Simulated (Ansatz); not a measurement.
Geometry optimisation in Ansatz: input, command and trajectory.

```yaml
crystal:
  lattice:
    - [4.6503322048, 0.0, 0.0]
    - [0.0, 5.6756945683, 0.0]
    - [0.0, 0.0, 3.5431501099]
  atoms:
    - { symbol: As, position: [0.0, 0.0, 0.0] }
    - { symbol: As, position: [0.5, 0.5, 0.5] }
    - { symbol: Pt, position: [0.2004, 0.3787, 0.0] }
    - { symbol: Pt, position: [0.7996, 0.6213, 0.0] }
    - { symbol: Pt, position: [0.7004, 0.1213, 0.5] }
    - { symbol: Pt, position: [0.2996, 0.8787, 0.5] }
basis:
  ecutwfc: 420
kpoints:
  mp_grid: { grid: [4, 4, 6] }
hamiltonian:
  xc: pbe
scf:
  occupations: { method: gaussian, width: 0.1 }
  lower_state_search: "off"
output:
  forces: true
  stress: true
  eigenvalues: true
relax:
  adjacent_minimum: "off"
  f_tol: 0.04
  max_steps: 70
  cell: { stress_tol: 0.4 }
```

```bash
ansatz run input.yaml --threads 1 --pin off --max-ram 2560MiB --backend cpu --events-out ev --progress --plain --runs-dir out
```

All numbers below come from DFT PBE, scalar-relativistic, plane waves, PAW (Ansatz 0.2.0).

Of 18 frames 10 are shown, positions in Å and forces in eV/Å; the SCF threshold varies from step to step. Steps run on the plane waves of an earlier cell, with a Pulay correction in the pressure. The basis is chosen afresh for the last frame, the zero of the energies, and at times for earlier ones too; energy and pressure step there, also at an unchanged geometry. Here that happened at step 13 (-26 meV/atom, 2.6 GPa); the frames before carry an error of that size. The mark taken_back stands on steps that the optimiser undid.

```xyz
6
Lattice="4.6503 0.0000 0.0000 0.0000 5.6757 0.0000 0.0000 0.0000 3.5431" Properties=species:S:1:pos:R:3:forces:R:3 pbc="T T T" step=1 free_energy_over_end_meV_per_atom=717.49 pressure_GPa=49.45
As    0.0000    0.0000    0.0000    0.0000    0.0000    0.0000
As    2.3252    2.8378    1.7716    0.0000    0.0000    0.0000
Pt    0.9319    2.1494    0.0000    2.7649   -3.1185    0.0000
Pt    3.7184    3.5263    0.0000   -2.7649    3.1185    0.0000
Pt    3.2571    0.6885    1.7716    2.7649    3.1185    0.0000
Pt    1.3932    4.9872    1.7716   -2.7649   -3.1185    0.0000
6
Lattice="4.7049 0.0000 0.0000 0.0000 6.2287 0.0000 0.0000 0.0000 3.7545" Properties=species:S:1:pos:R:3:forces:R:3 pbc="T T T" step=3 free_energy_over_end_meV_per_atom=172.92 pressure_GPa=2.38
As    0.0000    0.0000    0.0000    0.0000    0.0000    0.0000
As    2.3524    3.1143    1.8773    0.0000    0.0000    0.0000
Pt    0.9895    2.2262    0.0000    0.1261   -0.2446    0.0000
Pt    3.7154    4.0025    0.0000   -0.1261    0.2446    0.0000
Pt    3.3419    0.8881    1.8773    0.1261    0.2446    0.0000
Pt    1.3630    5.3405    1.8773   -0.1261   -0.2446    0.0000
6
Lattice="4.2486 0.0000 0.0000 0.0000 6.6593 0.0000 0.0000 0.0000 3.8682" Properties=species:S:1:pos:R:3:forces:R:3 pbc="T T T" step=5 free_energy_over_end_meV_per_atom=95.12 pressure_GPa=-3.20
As    0.0000    0.0000    0.0000    0.0000    0.0000    0.0000
As    2.1243    3.3297    1.9341    0.0000    0.0000    0.0000
Pt    0.9050    2.2724    0.0000    0.1293    0.0156    0.0000
Pt    3.3436    4.3870    0.0000   -0.1293   -0.0156    0.0000
Pt    3.0293    1.0573    1.9341    0.1293   -0.0156    0.0000
Pt    1.2193    5.6020    1.9341   -0.1293    0.0156    0.0000
6
Lattice="3.9386 0.0000 0.0000 0.0000 6.7853 0.0000 0.0000 0.0000 3.9123" Properties=species:S:1:pos:R:3:forces:R:3 pbc="T T T" step=7 free_energy_over_end_meV_per_atom=58.60 pressure_GPa=-0.19
As    0.0000    0.0000    0.0000    0.0000    0.0000    0.0000
As    1.9693    3.3927    1.9562    0.0000    0.0000    0.0000
Pt    0.8840    2.2841    0.0000    0.0938   -0.0023    0.0000
Pt    3.0546    4.5012    0.0000   -0.0938    0.0023    0.0000
Pt    2.8533    1.1086    1.9562    0.0938    0.0023    0.0000
Pt    1.0853    5.6767    1.9562   -0.0938   -0.0023    0.0000
6
Lattice="3.5584 0.0000 0.0000 0.0000 6.7423 0.0000 0.0000 0.0000 4.1888" Properties=species:S:1:pos:R:3:forces:R:3 pbc="T T T" step=9 free_energy_over_end_meV_per_atom=52.82 pressure_GPa=1.11 taken_back
As    0.0000    0.0000    0.0000    0.0000    0.0000    0.0000
As    1.7792    3.3712    2.0944    0.0000    0.0000    0.0000
Pt    0.9583    2.2832    0.0000   -0.4090   -0.4058    0.0000
Pt    2.6001    4.4592    0.0000    0.4090    0.4058    0.0000
Pt    2.7375    1.0880    2.0944   -0.4090    0.4058    0.0000
Pt    0.8209    5.6544    2.0944    0.4090   -0.4058    0.0000
6
Lattice="3.6972 0.0000 0.0000 0.0000 6.8049 0.0000 0.0000 0.0000 4.0681" Properties=species:S:1:pos:R:3:forces:R:3 pbc="T T T" step=10 free_energy_over_end_meV_per_atom=37.25 pressure_GPa=-0.69
As    0.0000    0.0000    0.0000    0.0000    0.0000    0.0000
As    1.8486    3.4024    2.0340    0.0000    0.0000    0.0000
Pt    0.9135    2.2875    0.0000    0.0442    0.1038    0.0000
Pt    2.7837    4.5173    0.0000   -0.0442   -0.1038    0.0000
Pt    2.7620    1.1149    2.0340    0.0442   -0.1038    0.0000
Pt    0.9351    5.6900    2.0340   -0.0442    0.1038    0.0000
6
Lattice="3.6961 0.0000 0.0000 0.0000 6.7357 0.0000 0.0000 0.0000 4.1043" Properties=species:S:1:pos:R:3:forces:R:3 pbc="T T T" step=12 free_energy_over_end_meV_per_atom=35.54 pressure_GPa=0.07
As    0.0000    0.0000    0.0000    0.0000    0.0000    0.0000
As    1.8480    3.3679    2.0521    0.0000    0.0000    0.0000
Pt    0.9290    2.2784    0.0000   -0.0129   -0.0111    0.0000
Pt    2.7671    4.4573    0.0000    0.0129    0.0111    0.0000
Pt    2.7770    1.0894    2.0521   -0.0129    0.0111    0.0000
Pt    0.9191    5.6463    2.0521    0.0129   -0.0111    0.0000
6
Lattice="3.6482 0.0000 0.0000 0.0000 6.8067 0.0000 0.0000 0.0000 4.1194" Properties=species:S:1:pos:R:3:forces:R:3 pbc="T T T" step=14 free_energy_over_end_meV_per_atom=3.93 pressure_GPa=1.54
As    0.0000    0.0000    0.0000    0.0000    0.0000    0.0000
As    1.8241    3.4033    2.0597    0.0000    0.0000    0.0000
Pt    0.9183    2.2968    0.0000   -0.0032    0.0039    0.0000
Pt    2.7299    4.5099    0.0000    0.0032   -0.0039    0.0000
Pt    2.7424    1.1065    2.0597   -0.0032   -0.0039    0.0000
Pt    0.9058    5.7001    2.0597    0.0032    0.0039    0.0000
6
Lattice="3.5350 0.0000 0.0000 0.0000 6.9550 0.0000 0.0000 0.0000 4.1374" Properties=species:S:1:pos:R:3:forces:R:3 pbc="T T T" step=16 free_energy_over_end_meV_per_atom=0.12 pressure_GPa=0.48
As    0.0000    0.0000    0.0000    0.0000    0.0000    0.0000
As    1.7675    3.4775    2.0687    0.0000    0.0000    0.0000
Pt    0.8885    2.3363    0.0000    0.0043    0.0103    0.0000
Pt    2.6465    4.6187    0.0000   -0.0043   -0.0103    0.0000
Pt    2.6560    1.1412    2.0687    0.0043   -0.0103    0.0000
Pt    0.8790    5.8138    2.0687   -0.0043    0.0103    0.0000
6
Lattice="3.5494 0.0000 0.0000 0.0000 6.9544 0.0000 0.0000 0.0000 4.1371" Properties=species:S:1:pos:R:3:forces:R:3 pbc="T T T" step=18 free_energy_over_end_meV_per_atom=0.00 pressure_GPa=-0.02
As    0.0000    0.0000    0.0000    0.0000    0.0000    0.0000
As    1.7747    3.4772    2.0685    0.0000    0.0000    0.0000
Pt    0.8927    2.3374    0.0000   -0.0005   -0.0003    0.0000
Pt    2.6567    4.6170    0.0000    0.0005    0.0003    0.0000
Pt    2.6675    1.1398    2.0685   -0.0005    0.0003    0.0000
Pt    0.8820    5.8146    2.0685    0.0005   -0.0003    0.0000
```

The start puts this composition into another compound's structure type, which needn't suit it. At the end the space group is Pnnm (tolerance 0.05 Å).

Time: 3.1 min on 1 thread of Intel(R) Xeon(R) Platinum 8488C (Sapphire Rapids) (shared host), peak memory 0.52 GiB.

The k mesh is coarse. Spin–orbit coupling is left out, which can shift energies with elements as heavy as these.